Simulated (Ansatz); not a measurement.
## Relaxing a structure of Sc₂Al₃Ru

The start is a relaxed Sc2Al3Ru cell shaken by Gaussian noise of σ = 0.08 Å a coordinate. A full variable-cell relaxation at zero pressure is run with r2SCAN (plane waves to 500 eV, PAW, scalar-relativistic; Ansatz, a quantum-chemistry and plane-wave program). First-step values are on the input's coarse k-mesh.

Ansatz input (later rounds restart from its end on a renewed k-mesh):
Ansatz 0.2 input:
```yaml
crystal:
  lattice:
    - [5.2761747203, 0, 0]
    - [-2.6380873602, 4.5693013426, 0]
    - [0, 0, 8.5368739692]
  atoms:
    - { symbol: Sc, position: [0.3196206719, 0.6864946253, 0.0684497085] }
    - { symbol: Sc, position: [0.6455916557, 0.3390973604, 0.9359045507] }
    - { symbol: Sc, position: [0.6706586096, 0.3454611501, 0.5520656091] }
    - { symbol: Sc, position: [0.3434323585, 0.6524069789, 0.4309363128] }
    - { symbol: Al, position: [0.8393112263, 0.6791452657, 0.2417031165] }
    - { symbol: Al, position: [0.1755083906, 0.3535512817, 0.760189775] }
    - { symbol: Al, position: [0.1936570891, 0.8675551067, 0.7612958008] }
    - { symbol: Al, position: [0.8258029686, 0.1754426693, 0.233011859] }
    - { symbol: Al, position: [0.2996284183, 0.14642885, 0.2571206415] }
    - { symbol: Al, position: [0.668140695, 0.8261583303, 0.7620015965] }
    - { symbol: Ru, position: [-0.0062517073, 0.0238554037, 0.5113908849] }
    - { symbol: Ru, position: [0.0358014472, -0.0034146667, 0.0136431453] }
basis: { ecutwfc: 500, ecutrho_ratio: 4, xc_grid: 4, fft_grid_basis: typed }
kpoints: { mp_grid: { grid: [6, 6, 3] } }
hamiltonian:
  xc: r2scan
  dispersion: none
  pseudopotentials: { kind: paw }
scf: { occupations: { method: fermi_dirac, width: 0.05 } }
relax: { f_tol: 0.01, max_steps: 100, cell: { stress_tol: 0.02 } }
output: { forces: true, stress: true }
```

Q: How much energy is released per atom?

A: 0.08 eV/atom.

Q: Is the parent structure recovered?

A: It returns to the parent structure, P6₃/mmc (No. 194).

Final values are on a 8×8×5 k-mesh of the relaxed cell. No spin polarisation in the result.

The cell that was disturbed is our relaxation of an entry of Materials Project.
